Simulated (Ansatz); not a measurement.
Data:

TiAl:
```
TiAl
1.0
    2.81205     0.00000     0.00000
   -1.40603     2.43531     0.00000
    0.00000     0.00000     4.59066
Ti Al
1 1
Direct
  0.00000   0.00000   0.00000
  0.33333   0.66667   0.50000
```

This is the LDA-relaxed structure.

Task: All from the program Ansatz at the LDA level (PAW), unless another level is named. Predict the Young's modulus.

Result: 98.7 GPa.

Task: And the vibrational entropy at 300 K?

Result: 26.7 J/(K·mol of atoms).

Task: Predict the highest zone-centre frequency.

Result: 345 cm^-1.

Space group P-6m2. The first step of the workflow began from a Materials Project structure, measured or hypothetical; the Crystallography Open Database copy checked does not list it. With Ti and Al taken as one species the cell has the higher symmetry P6_3/mmc, so it may be an ordered model of a mixed-site phase. It is not the phase usual at ambient conditions (space group No. 123). The cell was relaxed with LDA under the symmetry of its start; its stability against distortions is not shown here. The run is not spin-polarised. As this level gives no gap, phonon frequencies hold no LO–TO term and depend on the k-mesh and smearing (Fermi–Dirac, 0.1 eV here). On the denser mesh and wider smearing of the elastic run this cell carries a stress of 0.4 GPa.

Potentials: the earlier of the program's two PAW sets. The files were generated under PBE; for other functionals the program regenerates the frozen cores, and for LDA and PBEsol the local potential too.
